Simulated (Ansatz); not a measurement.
**Sb$_{2}$Mo: from a first guess to the relaxed fluorite type**

First guess:

```
CELL_PARAMETERS angstrom
0.00000 3.23246 3.23246
3.23246 0.00000 3.23246
3.23246 3.23246 0.00000
ATOMIC_POSITIONS crystal
Mo 0.00000 0.00000 0.00000
Sb 0.25000 0.25000 0.25000
Sb 0.75000 0.75000 0.75000
```

Computed with DFT, PBE, PAW with Ansatz's default frozen-core files, scalar-relativistic in Ansatz 0.2.0.

Cell and atoms relax within the symmetry of the start on a 10×10×10 k mesh with 0.05 eV Fermi–Dirac smearing.

The start is built from a prototype, known or not as a phase of this compound; the cutoff is 420 eV.

Spin–orbit coupling is left out, though it moves levels of the heavy atoms by tenths of an eV or more.

Q: What is the pressure of the first guess?

A: 6.95 GPa.

Q: What does it relax to?

A: a = 6.601 Å, b = 6.601 Å, c = 6.601 Å, α = 90.00°, β = 90.00°, γ = 90.00° (conventional cell), 23.96 Å³ per atom:
```cif
data_structure
_symmetry_space_group_name_H-M 'Fm-3m'
_symmetry_Int_Tables_number 225
_cell_length_a 6.6006
_cell_length_b 6.6006
_cell_length_c 6.6006
_cell_angle_alpha 90.000
_cell_angle_beta 90.000
_cell_angle_gamma 90.000
_cell_volume 287.57
loop_
_atom_site_label
_atom_site_type_symbol
_atom_site_symmetry_multiplicity
_atom_site_Wyckoff_symbol
_atom_site_fract_x
_atom_site_fract_y
_atom_site_fract_z
_atom_site_occupancy
Mo1 Mo 4 a 0.00000 0.00000 0.00000 1
Sb1 Sb 8 c 0.25000 0.75000 0.75000 1
```

Q: How much energy does the relaxation release?

A: 29 meV/atom.
